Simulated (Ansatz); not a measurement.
BN:
```yaml
crystal:
  lattice:
    - [2.52322, 0.00000, 0.00000]
    - [-1.26161, 2.18517, 0.00000]
    - [0.00000, 0.00000, 4.17520]
  atoms:
    - { symbol: B, position: [0.66667, 0.33333, 0.99970] }
    - { symbol: B, position: [0.33333, 0.66667, 0.49970] }
    - { symbol: N, position: [0.66667, 0.33333, 0.62530] }
    - { symbol: N, position: [0.33333, 0.66667, 0.12530] }
```

Tensor components refer to the Cartesian frame of this cell.

### Question
Give the high-frequency dielectric tensor and the Born effective charge tensors of the independent atoms from DFPT, DFT-LDA in the program Ansatz with PAW potentials.

### Answer

ε∞:
```
4.53  0.00  0.00
0.00  4.53  0.00
0.00  0.00  4.68
```
Z* of atom 1 (B), rows: field, columns: displacement, in e:
```
1.81  0.00  0.00
0.00  1.81  0.00
0.00  0.00  1.91
```
Z* of atom 3 (N), rows: field, columns: displacement, in e:
```
-1.81   0.00   0.00
 0.00  -1.81   0.00
 0.00   0.00  -1.91
```

Space group P6_3mc (wurtzite). Symmetry was held in the LDA relaxation.

Potentials: the later of the program's two PAW sets.
